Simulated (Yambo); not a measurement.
BSE-type run in Yambo on Si (space group P6_3/mmc, No. 194), at zero momentum.

Quantum ESPRESSO step (LDA, PseudoDojo standard norm-conserving files, scalar-relativistic):
```
&CONTROL
  calculation = 'nscf'
  pseudo_dir = './pseudo'
  outdir = './out'
/
&SYSTEM
  ibrav = 0
  nat = 4
  ntyp = 1
  ecutwfc = 32.0
  ecutrho = 128.0
  occupations = 'fixed'
  force_symmorphic = .true.
  nbnd = 41
/
&ELECTRONS
  conv_thr = 4e-09
  diago_full_acc = .true.
  diago_thr_init = 1e-08
/
ATOMIC_SPECIES
Si 28.0850 Si.upf
CELL_PARAMETERS angstrom
  3.799345825966   0.000000000000   0.000000000000
 -1.899672912983   3.290330003049   0.000000000000
  0.000000000000   0.000000000000   6.273776969000
ATOMIC_POSITIONS crystal
Si   0.333333333000   0.666666667000   0.062862097200
Si   0.666666666333   0.333333333667   0.937137902800
Si   0.666666666333   0.333333333667   0.562862097200
Si   0.333333333000   0.666666667000   0.437137902800
K_POINTS automatic
9 9 4 0 0 0
```

Yambo input:
```
rim_cut
optics
bse
bss
dipoles
RandQpts= 1000000
RandGvec= 1 Ry
FFTGvecs= 32 Ry
BSKmod= "HARTREE"
BSEmod= "resonant"
BSSmod= "hs"
BSENGexx= 15 Ry
% KfnQP_E
 0.698 | 1.0 | 1.0 |
%
% BSEQptR
 1 | 1 |
%
% BSEBands
 4 | 15 |
%
% BEnRange
 0.0 | 7.1 | eV
%
% BDmRange
 0.15 | 0.15 | eV
%
BEnSteps= 142
% BLongDir
 1.0 | 0.0 | 0.0 |
%
BSHayTrs= -0.02
BSSNEig= 24
WRbsWF
```

From the report:

The dimension is k points × valence × conduction bands = 324 × 5 × 7 = 11340.
```
  [SLEPC] Approach                          : Krylov-Schur
  [SLEPC] Number of requested eigenvalues   :  24
  [SLEPC] Number of eigenvalues        [NEV]:  24
   [K] Dimension                                    :  11340
   [K] Bands                                        :   4  15
   [K] Exchange res                                 : yes
   [K] Correlation res                              : no
   [K] W interaction is bare                        : no
   [K] RL vectors exchange                          :   573
```

Geometry relaxed with LDA.

This is not the ordinary phase of the substance; no match was found in the copy of COD used, and its stability was not checked.
